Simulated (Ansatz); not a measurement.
Ansatz (a quantum-chemistry and plane-wave program) input:

Ansatz 0.2 input:
```yaml
crystal:
  lattice:
    - [0.0, 3.5031960938, 3.5031960938]
    - [3.5031960938, 0.0, 3.5031960938]
    - [3.5031960938, 3.5031960938, 0.0]
  atoms:
    - { symbol: K, position: [0.0, 0.0, 0.0] }
    - { symbol: I, position: [0.5, 0.5, 0.5] }
kpoints:
  mp_grid: { grid: [7, 7, 7] }
hamiltonian:
  xc: pbesol
  pseudopotentials: { kind: paw }
scf:
  occupations: { method: fixed }
dielectric: {}
```

Output (shortened):

```
Pseudopotential: K, paw, valence charge 9
Pseudopotential: I, paw, valence charge 17
Functional definition: PBEsol
Crystal: 2 atoms, lattice volume = 85.985 Å³
Basis set: ecut = 420 eV, 1687 PW (Γ), exchange–correlation on 72×72×72 points (8 copies of the dense FFT grid, shifted against one another)
Bands: 17, of which v1, the nominal top of the filled ones, is band 13 counted from 1 (12 counted from 0)
Symmetry: 48 space group operations
k-points: 40 of 343 (irreducible under 8 space group operations, time reversal used)
SCF iter   1: F=—  HF=-8951.256741 eV  |F-HF|=—  |Δ(HF+E_count)|=         —  Δρ=1.87e-3  dr2=2.19e-3  ethr=1.77e-3  ⟨swp⟩=5.4  Hψ=3142  notcnv=0  defer=75
preconditioner: auto → none
SCF iter   2: F=—  HF=-8951.255181 eV  |F-HF|=—  |Δ(HF+E_count)|=   1.56e-3  Δρ=8.24e-4  dr2=3.19e-4  ethr=8.41e-6  ⟨swp⟩=2.6  Hψ=1590  notcnv=0  defer=79
SCF iter   3: F=—  HF=-8951.255227 eV  |F-HF|=—  |Δ(HF+E_count)|=   4.58e-5  Δρ=2.41e-4  dr2=6.22e-5  ethr=1.23e-6  ⟨swp⟩=2.0  Hψ=1282  notcnv=0  defer=78
SCF iter   4: F=—  HF=-8951.255201 eV  |F-HF|=—  |Δ(HF+E_count)|=   2.56e-5  Δρ=9.42e-5  dr2=3.78e-6  ethr=2.39e-7  ⟨swp⟩=2.0  Hψ=1200  notcnv=0  defer=76
SCF iter   5: F=—  HF=-8951.255203 eV  |F-HF|=—  |Δ(HF+E_count)|=   2.00e-6  Δρ=1.26e-5  dr2=1.37e-7  ethr=1.46e-8  ⟨swp⟩=3.0  Hψ=1205  notcnv=0  defer=62
SCF iter   6: F=—  HF=-8951.255203 eV  |F-HF|=—  |Δ(HF+E_count)|=   9.81e-8  Δρ=1.74e-6  dr2=1.20e-9  ethr=5.26e-10  ⟨swp⟩=2.0  Hψ=1200  notcnv=0  defer=50
SCF iter   7: F=-8951.255203 eV  HF=-8951.255203 eV  |F-HF|=2.73e-11  |Δ(HF+E_count)|=   3.16e-9  Δρ=2.01e-7  dr2=4.84e-11  ethr=1.00e-12  ⟨swp⟩=6.5  Hψ=3314  notcnv=0
SCF 1 converged in 7 iterations: F = -8951.255203 eV  dr2 = 4.84e-11
NSCF: frozen V_eff on 5 k-points
DFPT response loops at Γ: preconditioner auto → none (the input reference at scf.mixing.eps_inf says where Resta's filter doesn't serve); β = 0.50 …
SCF converged after 7 iterations
Free energy (F): -8951.255203 eV
Harris-Foulkes:  -8951.255203 eV  (|F-HF|=2.73e-11)
Internal energy: -8951.255203 eV  (E = F + TS)
E sigma→0 (E₀):  -8951.255203 eV
Fermi energy:    2.370768 eV
--- Per-component energies (eV) ---
  E_band       = -517.839015
  E_kinetic    = 443.153627
  E_local      = -2802.799067  (includes V_loc(G=0)·N_el)
  E_nonlocal   = -74.576692
  E_hartree    = 1328.230054
  E_xc         = -260.620734
  E_vxc        = -292.076239  (∫ρ·V_xc dr)
  E_paw        = -5499.265448  (= ΣΔE_a)
  E_vpaw       = -448.000480  (= ΣTr[D̂ρ^β])
  E_aug_tail   = 0.000001  (compensation charges beyond the density's cutoff)
  E_ewald      = -2085.896971
  E_core_change = 0.520027  (= ΣΔE_core)
  E_smearing   =  0.000000  (= −TS)
  E_closure    = 0.000000  (closes the sum)
  Σ components = -8951.255203   (vs F -8951.255203, Δ=0.00e0)
  [band-id]    e_kinetic+e_local+e_nonlocal+2·e_hartree+e_vxc+e_vpaw+e_augmentation_tail = -517.838743   (vs E_band -517.839015, Δ=2.72e-4)
--- Band table (eV; the first three rows and the last of 40) ---
  k-point 0: bands = ["-40.3565", "-40.3565", "-40.3534", "-40.3534", "-40.3534", "-25.9070", "-9.4656", "-9.4656", "-9.4656", "-8.2108", "2.3708", "2.3708", "2.3708", "6.2434", "8.7990", "8.7990", "8.7990"]
  k-point 1: bands = ["-40.3565", "-40.3565", "-40.3534", "-40.3534", "-40.3534", "-25.9065", "-9.5070", "-9.4661", "-9.4661", "-8.1435", "2.0212", "2.2961", "2.2961", "6.7453", "8.7081", "9.0231", "9.0231"]
  k-point 2: bands = ["-40.3565", "-40.3565", "-40.3534", "-40.3534", "-40.3534", "-25.9054", "-9.5885", "-9.4672", "-9.4672", "-8.0024", "1.4119", "2.1392", "2.1392", "7.4995", "9.0539", "9.5917", "9.5917"]
  k-point 39: bands = ["-40.3565", "-40.3565", "-40.3534", "-40.3534", "-40.3534", "-25.9037", "-9.5476", "-9.5050", "-9.4881", "-7.9741", "1.5248", "1.5496", "1.8569", "8.3691", "9.1289", "9.1746", "10.5748"]
--- Dielectric response (ions clamped): 1 representative field direction + reference, on 40 of 343 k-points (Σ response iterations 8) ---
  ε∞ (high-frequency dielectric tensor):
        2.952146     0.000000     0.000000
        0.000000     2.952146     0.000000
        0.000000     0.000000     2.952146
  Born effective charges Z* (e; rows j = field, columns β = displacement):
    site 0:
         1.13450    0.00000    0.00000
         0.00000    1.13450    0.00000
         0.00000    0.00000    1.13450
    site 1:
        -1.13450    0.00000    0.00000
         0.00000   -1.13450    0.00000
         0.00000    0.00000   -1.13450
  Z* charge neutrality: 2.821e-5 e pre-enforcement
  k-mesh period / interband length: 34.7 Å / 1.68 Å = 20.64 at k = (0.0000, 0.0000, 0.0000), direct gap 3.873 eV — 14 or more, which is no proof of convergence
```

Cost: around 28 core-seconds (rough) on shared cores.

Space group Fm-3m (rock salt). Symmetry was held in the PBEsol relaxation. Spin–orbit coupling is left out wherever it is not named.

Potentials: the later of the program's two PAW sets.

Ansatz is a plane-wave DFT program.
